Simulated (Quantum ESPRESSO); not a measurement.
# Al6WMo: one composition in several site orders

A calculation, not a measurement. The program is pw.x of Quantum ESPRESSO 7.5 (plane-wave density functional theory). The cell is made up: eight metal atoms on a hexagonal close-packed lattice, with elements, volume, strain and displacements drawn at random and not relaxed, so it may be unstable or far from any real phase. PseudoDojo standard norm-conserving files set the functional (PBE unless stated); there is no spin polarisation or spin-orbit coupling, the Fermi-Dirac width of 0.25 eV means electrons at about 2900 K, and the masses in the input are unused placeholders. Heavy elements are run without spin-orbit coupling, which real alloys of them have. A spin test at this wide smearing found no moment, but such smearing suppresses magnetism that the real alloy may have.

The runs put one composition on the sites in different orders. Cell, positions, cutoff, mesh and smearing stay as in the input of run 1; sites are counted in its order. Stress in the tables is positive in tension.

Input of run 1:

```
&control calculation='scf', pseudo_dir='./dojo.nc.sr.pbe.v0_5.standard.upf', outdir='./o', disk_io='minimal', tprnfor=.true., tstress=.true. /
&system ibrav=0, nat=8, ntyp=3, nbnd=33, ecutwfc=79.96652505, nosym=.true., tot_charge=0,
 occupations='smearing', smearing='fd', degauss=0.0183746611
/
&electrons conv_thr=1.470e-08, electron_maxstep=70, mixing_beta=0.5 /
ATOMIC_SPECIES
Al 1.0 Al.upf
Mo 1.0 Mo.upf
W 1.0 W.upf
CELL_PARAMETERS angstrom
2.8739 -0.064 4.5671
2.938 0.057 -4.608
-2.912 4.902 -0.0465
ATOMIC_POSITIONS angstrom
Al 0.0165 -0.0532 -0.0022
Al -1.443 2.4198 0.0174
Al 2.9518 1.6571 -2.361
W 1.4548 4.1216 -2.3588
Al 2.8451 -0.0201 -0.053
Mo 1.4456 2.4984 -0.0705
Al 2.8905 1.5662 2.227
Al 1.4216 4.0633 2.1944
K_POINTS automatic
6 6 6 1 1 1
```

| run | elements on sites 1 to 8 | free energy less that of run 1 (eV) | -TS (eV) | pressure (GPa) | stress xx (GPa) | stress yy (GPa) | stress zz (GPa) | stress yz (GPa) | stress xz (GPa) | stress xy (GPa) | iterations |
| --- | --- | --- | --- | --- | --- | --- | --- | --- | --- | --- | --- |
| 1 | Al Al Al W Al Mo Al Al | 0.000 | -1.040 | -6.10 | 10.10 | 3.96 | 4.24 | -1.07 | -0.73 | -0.05 | 11 |
| 2 | Al Al Al Al W Mo Al Al | -0.446 | -0.822 | -6.21 | 7.64 | 3.69 | 7.30 | -1.83 | -1.10 | 2.05 | 11 |
| 3 | Al W Mo Al Al Al Al Al | 0.159 | -0.994 | -5.13 | 7.54 | 6.44 | 1.41 | -1.50 | -1.95 | 0.35 | 11 |
| 4 | W Al Al Al Mo Al Al Al | -0.453 | -0.754 | -6.12 | 10.12 | 5.64 | 2.62 | -2.10 | -0.94 | -0.21 | 11 |

Forces Fx Fy Fz (eV/Å):

| site | run 1 | run 2 | run 3 | run 4 |
| --- | --- | --- | --- | --- |
| 1 | -0.03 0.25 -0.18 | 0.09 0.25 -0.12 | -0.10 0.06 0.39 | 0.09 0.94 -0.20 |
| 2 | -0.04 0.09 0.19 | 0.05 0.00 -0.33 | 0.14 0.14 -0.31 | -0.08 -0.26 -0.24 |
| 3 | -0.08 0.11 0.27 | -0.07 0.10 0.50 | -0.28 -0.10 0.09 | -0.07 -0.22 0.10 |
| 4 | -0.04 0.03 -0.38 | 0.01 -0.09 0.29 | 0.07 0.13 -0.47 | 0.00 -0.11 -0.03 |
| 5 | 0.18 0.05 -0.05 | 0.19 0.06 0.07 | 0.25 0.00 -0.41 | 0.11 0.51 0.17 |
| 6 | 0.03 -0.56 0.28 | -0.35 -0.54 -0.01 | 0.01 -0.33 0.02 | 0.02 -0.63 0.00 |
| 7 | -0.05 0.25 0.28 | 0.02 0.30 -0.19 | -0.05 0.10 0.15 | -0.06 -0.10 0.11 |
| 8 | 0.02 -0.22 -0.40 | 0.06 -0.08 -0.21 | -0.04 0.01 0.55 | 0.00 -0.14 0.09 |

The sites are displaced and not relaxed, so the energy differences mix bonding between neighbours with strain and are not ordering energies. A rerun of one cell of this series at a higher cutoff and on a denser mesh moved values by no more than 0.004 eV in energy, 0.04 GPa in stress and 0.005 eV/Å in force, and a second program with other atomic files agreed on that cell to 2 % rms in force and 0.5 GPa in pressure.